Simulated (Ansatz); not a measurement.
A relaxation computed with Ansatz, from input to last step.

```yaml
crystal:
  lattice:
    - [0.0, 5.427855223, 5.427855223]
    - [5.427855223, 0.0, 5.427855223]
    - [5.427855223, 5.427855223, 0.0]
  atoms:
    - { symbol: Cs, position: [0.25, 0.25, 0.25] }
    - { symbol: Cs, position: [0.75, 0.75, 0.75] }
    - { symbol: In, position: [0.0, 0.0, 0.0] }
    - { symbol: Ag, position: [0.5, 0.5, 0.5] }
    - { symbol: Cl, position: [0.7610330364, 0.2389669636, 0.2389669636] }
    - { symbol: Cl, position: [0.2389669636, 0.7610330364, 0.2389669636] }
    - { symbol: Cl, position: [0.2389669636, 0.7610330364, 0.7610330364] }
    - { symbol: Cl, position: [0.7610330364, 0.2389669636, 0.7610330364] }
    - { symbol: Cl, position: [0.2389669636, 0.2389669636, 0.7610330364] }
    - { symbol: Cl, position: [0.7610330364, 0.7610330364, 0.2389669636] }
basis:
  ecutwfc: 500
kpoints:
  mp_grid: { grid: [6, 6, 6] }
hamiltonian:
  xc: r2scan
scf:
  occupations: { method: gaussian, width: 0.02 }
output:
  forces: true
  stress: true
  eigenvalues: true
  write_density: true
  write_potential: true
  elf: true
  volumetric_format: npy
relax:
  adjacent_minimum: "off"
  f_tol: 0.01
  max_steps: 30
```

```bash
ansatz run input.yaml --threads 2 --pin off --max-ram 5120MiB --backend cpu --events-out ev --progress --plain --runs-dir out
```

Method: DFT r2SCAN, scalar-relativistic, plane waves, PAW (Ansatz 0.2.0).

The volume is held at 1.1 times that of the relaxed cell.

Of 3 frames 3 are shown, positions in Å and forces in eV/Å; the SCF threshold varies from step to step.

```xyz
10
Lattice="0.0000 5.4279 5.4279 5.4279 0.0000 5.4279 5.4279 5.4279 0.0000" Properties=species:S:1:pos:R:3:forces:R:3 pbc="T T T" step=1 free_energy_over_end_meV_per_atom=0.87
Cs    2.7139    2.7139    2.7139    0.0000    0.0000    0.0000
Cs    8.1418    8.1418    8.1418    0.0000    0.0000    0.0000
In    0.0000    0.0000    0.0000    0.0000    0.0000    0.0000
Ag    5.4279    5.4279    5.4279    0.0000    0.0000    0.0000
Cl    2.5942    5.4279    5.4279   -0.1499    0.0000    0.0000
Cl    5.4279    2.5942    5.4279    0.0000   -0.1499    0.0000
Cl    8.2616    5.4279    5.4279    0.1499    0.0000    0.0000
Cl    5.4279    8.2616    5.4279    0.0000    0.1499    0.0000
Cl    5.4279    5.4279    2.5942    0.0000    0.0000   -0.1499
Cl    5.4279    5.4279    8.2616    0.0000    0.0000    0.1499
10
Lattice="0.0000 5.4279 5.4279 5.4279 0.0000 5.4279 5.4279 5.4279 0.0000" Properties=species:S:1:pos:R:3:forces:R:3 pbc="T T T" step=2 free_energy_over_end_meV_per_atom=0.00
Cs    2.7139    2.7139    2.7139    0.0000    0.0000    0.0000
Cs    8.1418    8.1418    8.1418    0.0000    0.0000    0.0000
In    0.0000    0.0000    0.0000    0.0000    0.0000    0.0000
Ag    5.4279    5.4279    5.4279    0.0000    0.0000    0.0000
Cl    2.5739    5.4279    5.4279    0.0101    0.0000    0.0000
Cl    5.4279    2.5739    5.4279    0.0000    0.0101    0.0000
Cl    8.2819    5.4279    5.4279   -0.0101    0.0000    0.0000
Cl    5.4279    8.2819    5.4279    0.0000   -0.0101    0.0000
Cl    5.4279    5.4279    2.5739    0.0000    0.0000    0.0101
Cl    5.4279    5.4279    8.2819    0.0000    0.0000   -0.0101
10
Lattice="0.0000 5.4279 5.4279 5.4279 0.0000 5.4279 5.4279 5.4279 0.0000" Properties=species:S:1:pos:R:3:forces:R:3 pbc="T T T" step=3 free_energy_over_end_meV_per_atom=0.00
Cs    2.7139    2.7139    2.7139    0.0000    0.0000    0.0000
Cs    8.1418    8.1418    8.1418    0.0000    0.0000    0.0000
In    0.0000    0.0000    0.0000    0.0000    0.0000    0.0000
Ag    5.4279    5.4279    5.4279    0.0000    0.0000    0.0000
Cl    2.5751    5.4279    5.4279   -0.0002    0.0000    0.0000
Cl    5.4279    2.5751    5.4279    0.0000   -0.0002    0.0000
Cl    8.2806    5.4279    5.4279    0.0002    0.0000    0.0000
Cl    5.4279    8.2806    5.4279    0.0000    0.0002    0.0000
Cl    5.4279    5.4279    2.5751    0.0000    0.0000   -0.0002
Cl    5.4279    5.4279    8.2806    0.0000    0.0000    0.0002
```

Time: 26 s on 2 threads of AMD EPYC 9R45 96-Core Processor (Zen 5), with other jobs on the host, peak memory 1.9 GiB.